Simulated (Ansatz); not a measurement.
Cr3Ru (A15 (Cr3Si type), Pm-3n) at seven volumes, the program Ansatz at the PBEsol level (PAW), scaled uniformly. One row is withheld.

| V (Å³/atom) | P (GPa) |
|---|---|
| 10.866 | 33.49 |
| 11.224 | 20.49 |
| 11.582 | 9.42 |
| 11.941 | -0.01 |
| 12.299 | ? |
| 12.657 | -14.85 |
| 13.015 | -20.64 |

Question: Fit the shown pressures and predict the withheld one.

Answer: Third-order Birch–Murnaghan: P = (3/2)B₀(x^(7/2) − x^(5/2))[1 + (3/4)(B′ − 4)(x − 1)] with x = (V₀/V)^(2/3). Least squares on the six rows gives V₀ = 11.941 Å³/atom, B₀ = 289.0 GPa, B′ = 4.36. At V = 12.299, x = 0.9805 and P = -8.01 GPa. The run itself gave -8.03 GPa.

The first step of the workflow began from a Materials Project structure, measured or hypothetical; the Crystallography Open Database copy checked does not list it. Whether it is the stable phase at ambient conditions was not checked. Symmetry was held in the PBEsol relaxation; whether a distortion lowers the energy is not shown. No spin polarisation was allowed.

Potentials: the later of the program's two PAW sets.
